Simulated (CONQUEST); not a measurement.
A self-consistent single point of Si (Cmm2, 8 atoms in the cell; from Materials Project mp-149, changed as shown).

```
CELL_PARAMETERS angstrom
      5.35334     0.00000     0.00000
      0.00000     5.35334     0.00000
      0.00000     0.00000     5.35334
ATOMIC_POSITIONS crystal
  Si 0.25000 0.75000 0.25000
  Si 0.00000 0.00000 0.50000
  Si 0.25000 0.25000 0.75000
  Si 0.00000 0.50000 0.00000
  Si 0.75000 0.75000 0.75000
  Si 0.51494 0.00000 0.00000
  Si 0.75000 0.25000 0.25000
  Si 0.50000 0.50000 0.50000
```

Level of theory: PBE, numerical atomic orbitals double-zeta with polarisation (the shipped basis), PseudoDojo norm-conserving potentials made for PBE run with CONQUEST.

CONQUEST settings:

- basis: DZP
- Diag.MPMeshX, Y, Z: 3 3 3
- potentials: PseudoDojo norm-conserving PBE
- Grid.GridCutoff: 70 Ha
- DM.SolutionMethod: diagon
- Diag.SmearingType: 1
- Diag.kT: 0.000367 Ha
- Diag.GammaCentred: true
- Diag.MPOrder: 0
- minE.SCTolerance: 1.0e-07
- SC.MaxIters: 100
- SC.LinearMixingFactor: 0.3
- AtomMove.TypeOfRun: static

Results:

Number of valence electrons: 32
Number of bands: 104
Number of k-points after the program's reduction: 14
Size of the basis: 104
Number of SCF iterations: 9
FFT grid: 40 × 40 × 40
Free energy E − TS: -919.7640 eV
Pressure: 7.79 GPa
Largest force (vector length): 1.200 eV/Å

Forces (eV/Å):
```
atom      Fx      Fy      Fz
----  ------  ------  ------
Si1    0.284   0.220  -0.220
Si2    0.079   0.000   0.000
Si3    0.284  -0.220   0.220
Si4    0.079   0.000   0.000
Si5    0.305  -0.266  -0.266
Si6   -1.200   0.000   0.000
Si7    0.305   0.266   0.266
Si8   -0.140   0.000   0.000
```

For comparison: a first run was changed to give this one (atom 6 moved by +0.08 angstrom along x), and from it to this one the free energy goes up by 6.0 meV/atom, the pressure hardly changes (7.71 to 7.79 GPa) and the largest force goes from under 0.1 to 1.20 eV/Å.

The program uses no crystal symmetry, so grid and mesh can part values that symmetry would make equal. The atom-centred basis is finite, which shifts total energies, pressures and forces against plane waves. Forces above 1 eV/Å remain at this geometry, of which the finite basis can carry a part. The structure comes from a collection of computed structures, made at another level of theory; the collection holds predicted forms beside known ones. Its lattice was then scaled.

Cost on one core: about 30 core-seconds (a rough figure).
